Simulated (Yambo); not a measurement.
G0W0@PBE for ZnSe (zinc blende, space group F-43m, No. 216) in Yambo. Reference settings: 4×4×4 Γ-centred k mesh, bands 14 to 208 and a 15 Ry block in the screening, 208 bands in G with the Bruneval-Gonze terminator, plasmon pole fitted at 27.2 eV. The PBE gap Γ → Γ on this mesh is 1.37 eV; G0W0 gaps are taken between the same points.

The settings were changed. The gap went from 2.19 eV to 2.17 eV, and the shift of the valence edge from -0.70 eV to -0.64 eV.

Task: What was changed between the two runs?
A. 48 bands in W, 48 bands in G, 6 Ry block
B. 161 bands in W, 161 bands in G, 9 Ry block
C. 48 bands in W, 48 bands in G, 3 Ry block
D. 77 bands in G, no terminator

Result: B, 161 bands in W, 161 bands in G, 9 Ry block. The others gave (gap, valence shift): 77 bands in G, no terminator: 2.12, -0.43 eV; 48 bands in W, 48 bands in G, 3 Ry block: 2.18, -0.32 eV; 48 bands in W, 48 bands in G, 6 Ry block: 2.21, -0.35 eV.

Spin-orbit coupling is not included.

Geometry relaxed with PBEsol; primitive cell a = 3.983 Å, b = 3.983 Å, c = 3.983 Å, α = 60.00°, β = 60.00°, γ = 60.00°.

A shift is the quasiparticle energy of the state minus its PBE energy.

The potentials are those of PseudoDojo's stringent table.
